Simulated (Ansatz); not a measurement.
Total density of states per atom from the program Ansatz at the r²SCAN level (PAW), in 0.25 eV bins, energy from the Fermi level:

```tsv
E (eV)	states/eV/atom
-7.85	0.09
-7.60	0.08
-7.35	0.08
-7.10	0.11
-6.85	0.25
-6.60	0.15
-6.35	0.17
-6.10	0.24
-5.85	0.33
-5.60	0.35
-5.35	0.35
-5.10	0.07
-4.85	0.00
-4.60	0.07
-4.35	0.18
-4.10	0.22
-3.85	0.22
-3.60	0.37
-3.35	0.54
-3.10	0.31
-2.85	0.50
-2.60	1.02
-2.35	1.02
-2.10	0.81
-1.85	2.97
-1.60	3.92
-1.35	2.76
-1.10	0.81
-0.85	0.80
-0.60	0.73
-0.35	0.68
-0.10	0.81
0.15	0.70
0.40	0.47
0.65	0.37
0.90	0.35
1.15	0.37
1.40	0.57
1.65	0.67
1.90	0.71
2.15	0.63
2.40	0.64
2.65	0.58
2.90	0.53
3.15	0.67
3.40	0.91
3.65	0.56
3.90	0.64
4.15	0.72
4.40	0.46
4.65	0.57
```

Task: Which of these materials gives this?
A) CsNiPdF5, Imma (Pearson symbol oI32)
B) YInNi, P-62m (Y on 3g, In on 3f, Ni on 1b, Ni on 2c)
C) Ni, fcc (Cu type)
D) YMo6S8, R-3 (Y on 3a, Mo on 18f, S on 6c, S on 18f)

Result: B, YInNi, P-62m (Y on 3g, In on 3f, Ni on 1b, Ni on 2c). Within 0.5 eV of the Fermi level: Y 4d 37 %, In 5p 27 %, Ni 3d 24 %, outside the projected shells 5 %. Projections are on Löwdin-orthogonalised atomic valence shells; empty p or d shells of many metals are not among them.

The first step of the workflow began from a Materials Project structure, measured or hypothetical; the Crystallography Open Database copy checked does not list it. Whether it is the stable phase at ambient conditions was not checked. The r²SCAN relaxation kept the symmetry of its start; whether a distortion lowers the energy is not shown. The run is not spin-polarised. Scalar-relativistic: spin–orbit coupling is off unless named, which matters more the heavier the elements.

Potentials: the later of the program's two PAW sets.
